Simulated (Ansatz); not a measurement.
## Surface calculation: fcc Ni (100), 5 layers

The slab is cut from the fcc crystal, the stable phase, as relaxed on PAW files (10.91 Å³/atom), with 16 Å of vacuum and a dipole correction:

```xyz
5
Lattice="2.4894 0.0000 0.0000 0.0000 2.4894 0.0000 0.0000 0.0000 23.0411" Properties=species:S:1:pos:R:3 pbc="T T T"
Ni    0.0000    0.0000    8.0000
Ni    1.2447    1.2447    9.7603
Ni    0.0000    0.0000   11.5206
Ni    1.2447    1.2447   13.2808
Ni    0.0000    0.0000   15.0411
```

Level of theory: DFT with PBE, scalar-relativistic, in Ansatz 0.2.0; a Γ-centred 16×16×1 k mesh, Fermi–Dirac smearing of 0.1 eV, spin-polarised from start moments Ni1 1, Ni2 1, Ni3 1, Ni4 1, Ni5 1 μB. LAPW: all electrons, basis error target 1 meV/atom; PAW: frozen-core files, cutoff 420 eV.

The bulk energy comes from a cell in the slab's orientation on a 16×16×12 mesh. The surface energy is (E(slab) − N·E(bulk))/2A at zero smearing, the mean of both faces; thin slabs carry quantum-size effects.

The magnetic state is the one reached from the start moments; other orders weren't searched.

Task: As cut, the LAPW slab lies 1.771 eV above 5 atoms of bulk. What surface energy is that?

Result: Over two faces of 6.20 Å² it is 142.9 meV/Å², and times 16.02 J/m² per eV/Å² that gives γ = 2.289 J/m².

```tsv
method	γ as cut (J/m²)	γ relaxed (J/m²)	Φ as cut (eV)	Φ relaxed (eV)
LAPW	2.289	2.256	4.90	4.90
PAW	2.288	2.255	4.90	4.90
```

Task: How do the spacings between the planes relax?

Result: From the bottom face up: d12 -3.6 % of 1.760 Å, d23 +0.8 % of 1.760 Å, d34 +0.8 % of 1.760 Å, d45 -3.6 % of 1.760 Å.

Task: How do the moments vary through the slab?

Result: Ni1 0.76, Ni2 0.68, Ni3 0.67, Ni4 0.68, Ni5 0.76 μB in the LAPW spheres; the bulk has Ni 0.65 μB.

Task: What changes if the vacuum is set to 22 Å?

Result: LAPW then gives: no gap, work function 4.90 eV; PAW: no gap, work function 4.90 eV.

Task: A field of 0.5 V/Å is applied along the normal, atoms held. What follows?

Result: LAPW finds an induced dipole of 0.1736 e·Å a cell (PAW 0.1737), that is 10.14 Å for 4πα over the area, against 6.94 Å between the outer atoms.
